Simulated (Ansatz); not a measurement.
Re:
```cif
data_Re4
_chemical_formula_sum 'Re4'
_space_group_name_H-M_alt 'P 1'
_space_group_IT_number 1
_cell_length_a 2.75113
_cell_length_b 2.75113
_cell_length_c 8.87490
_cell_angle_alpha 90.000
_cell_angle_beta 90.000
_cell_angle_gamma 120.000
loop_
_space_group_symop_operation_xyz
  'x, y, z'
loop_
_atom_site_label
_atom_site_type_symbol
_atom_site_fract_x
_atom_site_fract_y
_atom_site_fract_z
_atom_site_occupancy
Re1 Re 0.00000 0.00000 0.00000 1
Re2 Re 0.00000 0.00000 0.50000 1
Re3 Re 0.33333 0.66667 0.25000 1
Re4 Re 0.66667 0.33333 0.75000 1
```

Relaxed with the program Ansatz at the PBEsol level (PAW). Indices refer to the conventional cell of P6_3/mmc, a = 2.751 Å, b = 2.751 Å, c = 8.875 Å, α = 90.00°, β = 90.00°, γ = 120.00°.

Q: Simulate the powder diffraction pattern (neutron, λ = 1.5401 Å; lines above 1 %) up to 2θ = 90°.

A: Simulated powder pattern, neutron, λ = 1.5401 Å (kinematic, ideal powder, no thermal factors, coherent scattering alone; the 30 strongest lines at most, above 1 %, up to 2θ = 90°):

| 2θ (°) | d (Å) | I/Imax (%) | hkl |
|---|---|---|---|
| 37.71 | 2.383 | 7.0 | (1 0 -1 0) |
| 39.10 | 2.301 | 40 | (1 0 -1 1) |
| 40.62 | 2.219 | 33 | (0004) |
| 43.04 | 2.099 | 100 | (1 0 -1 2) |
| 49.04 | 1.856 | 27 | (1 0 -1 3) |
| 56.62 | 1.624 | 7.0 | (1 0 -1 4) |
| 65.50 | 1.423 | 17 | (1 0 -1 5) |
| 68.08 | 1.376 | 43 | (1 1 -2 0) |
| 75.58 | 1.257 | 42 | (1 0 -1 6) |
| 80.54 | 1.191 | 2.2 | (2 0 -2 0) |
| 81.42 | 1.181 | 13 | (2 0 -2 1) |
| 82.40 | 1.169 | 68 | (1 1 -2 4) |
| 84.03 | 1.151 | 38 | (2 0 -2 2) |
| 86.95 | 1.119 | 12 | (1 0 -1 7) |
| 87.92 | 1.109 | 11 | (0008) |
| 88.35 | 1.105 | 12 | (2 0 -2 3) |

The workflow started from a Materials Project entry (that database holds measured and hypothetical structures alike). Its sites differ from those of the usual phase in this space group: another stacking or structure type. The cell was relaxed with PBEsol under the symmetry of its start; of distortions, only those at the zone centre were tested. The run is not spin-polarised. Axis ratios of metals converge slowly with the k-mesh, so a and c are less sure than the volume. Spin–orbit coupling is left out wherever it is not named.

Potentials: the later of the program's two PAW sets.
